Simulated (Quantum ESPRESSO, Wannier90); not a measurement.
# Wannierisation of SrTiO3 (cubic perovskite)

```yaml
crystal:
  lattice:
    - [3.91270, 0.00000, 0.00000]
    - [0.00000, 3.91270, 0.00000]
    - [0.00000, 0.00000, 3.91270]
  atoms:
    - { symbol: Sr, position: [0.00000, 0.00000, 0.00000] }
    - { symbol: Ti, position: [0.50000, 0.50000, 0.50000] }
    - { symbol: O, position: [0.50000, 0.00000, 0.50000] }
    - { symbol: O, position: [0.00000, 0.50000, 0.50000] }
    - { symbol: O, position: [0.50000, 0.50000, 0.00000] }
```

Materials Project entry mp-5229; symmetrised, unrelaxed at this level. COD (Crystallography Open Database) records the formula in this space group. Ideal cubic forms of this type are often high-temperature phases that distort on cooling; symmetry holds the cell here, and its stability was not tested. Computed values, not measurements, from PBEsol: Quantum ESPRESSO (norm-conserving PseudoDojo potentials, cutoff 68 Ry, no spin polarisation, no spin-orbit coupling) on a Γ-centred 8×8×8 mesh, then Wannier90. Density: 8×8×8 mesh, cold smearing 0.01 Ry.

Valence charges of the files: Sr 10, Ti 12, O 6. 38 bands were computed.

Isolated groups of bands, relative to the valence-band maximum (bands from 21 on overlap up to the last one computed):

```csv
bands,from (eV),to (eV),filling,weight on atomic waves
1,-56.17,-56.16,filled,Ti 3s 96 %
2–5,-32.72,-32.49,filled,"Ti 3p 73 %, Sr 4s 24 %"
6–8,-17.51,-15.92,filled,"O 2s 77 %, Sr 4p 9 %, Ti 3d 5 %"
9–11,-14.89,-14.03,filled,"Sr 4p 88 %, O 2s 10 %"
12–20,-4.68,0.00,filled,"O 2p 83 %, Ti 3d 11 %"
```

Wanted is a model with the orbitals Ti d, O p, without the filled groups that are mainly made of other shells (semicore states, and anion s where it isn't named); all higher bands stay in for disentanglement.

Problem. Give num_wann, exclude_bands and num_bands, and the number of electrons that the model holds.

Solution. Electrons: 1×10 + 1×12 + 3×6 = 40, which fill 20 bands.
num_wann = 1×5 + 3×3 = 14.
exclude_bands = 1-11, 11 bands, so num_bands = 38 − 11 = 27.
The model holds 40 − 2×11 = 18 electrons. With the window frozen to 3.34 eV it follows pw.x to 0.3 meV rms (states up to 2.8 eV relative to the valence-band maximum).
